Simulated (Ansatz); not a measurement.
Ge:
```
Ge
1.0
    0.00000     7.62234     7.62234
    7.62234     0.00000     7.62234
    7.62234     7.62234     0.00000
Ge
34
Direct
  0.00000   0.00000   0.00000
  0.25000   0.25000   0.25000
  0.97426   0.34191   0.34191
  0.90809   0.90809   0.27574
  0.34191   0.97426   0.34191
  0.90809   0.90809   0.90809
  0.34191   0.34191   0.34191
  0.90809   0.27574   0.90809
  0.34191   0.34191   0.97426
  0.27574   0.90809   0.90809
  0.88949   0.49538   0.49538
  0.13024   0.75462   0.36051
  0.49538   0.88949   0.11976
  0.75462   0.13024   0.75462
  0.11976   0.49538   0.49538
  0.75462   0.36051   0.75462
  0.49538   0.11976   0.88949
  0.36051   0.75462   0.13024
  0.49538   0.88949   0.49538
  0.36051   0.13024   0.75462
  0.11976   0.49538   0.88949
  0.75462   0.75462   0.13024
  0.49538   0.11976   0.49538
  0.75462   0.75462   0.36051
  0.88949   0.49538   0.11976
  0.13024   0.36051   0.75462
  0.49538   0.49538   0.88949
  0.75462   0.36051   0.13024
  0.88949   0.11976   0.49538
  0.13024   0.75462   0.75462
  0.49538   0.49538   0.11976
  0.36051   0.75462   0.75462
  0.11976   0.88949   0.49538
  0.75462   0.13024   0.36051
```

Relaxed with r²SCAN. r²SCAN (plane waves, PAW; program Ansatz) gives a gap of 1.07 eV.

Question: What gap does HSE06 give on the same cell (Ansatz, PAW)?

Answer: 1.43 eV, 0.37 eV more. The hybrid was solved on a coarser mesh and at special points; the gap given is the minimum over both.

| k | v1 r²SCAN | c1 r²SCAN | v1 HSE06 | c1 HSE06 |
|---|---|---|---|---|
| Γ | -0.12 | 1.51 | ___ | ___ |
| X | -0.32 | 2.22 | ___ | ___ |
| L | 0.00 | 1.07 | 0.00 | 1.43 |
| W | -0.19 | 2.19 | ___ | ___ |
| K | -0.15 | 1.95 | ___ | ___ |

Question: Top valence (v1) and lowest conduction level (c1) in eV from each method's valence maximum (which need not be a listed point): supply the withheld HSE06 values.

Answer: 
- W, v1 HSE06: -0.19
- W, c1 HSE06: 2.56
- Γ, v1 HSE06: -0.12
- Γ, c1 HSE06: 1.89
- K, v1 HSE06: -0.16
- K, c1 HSE06: 2.32
- X, v1 HSE06: -0.33
- X, c1 HSE06: 2.60

Cost on shared cores: the r²SCAN run (SCF on a 3×3×3 mesh, then bands and DOS) roughly 30 core-minutes, the HSE06 run (SCF on 2×2×2, then a few points) around 60 core-minutes (rough); the tasks are unlike.

Space group Fd-3m. The workflow started from a Materials Project entry (that database holds measured and hypothetical structures alike). Its sites differ from those of the usual phase in this space group: another stacking or structure type. Symmetry was held in the r²SCAN relaxation; its stability against distortions is not shown here. Spin–orbit coupling is left out wherever it is not named.

Potentials: the earlier of the program's two PAW sets. The files were generated under PBE; for other functionals the program regenerates the frozen cores, and for LDA and PBEsol the local potential too.
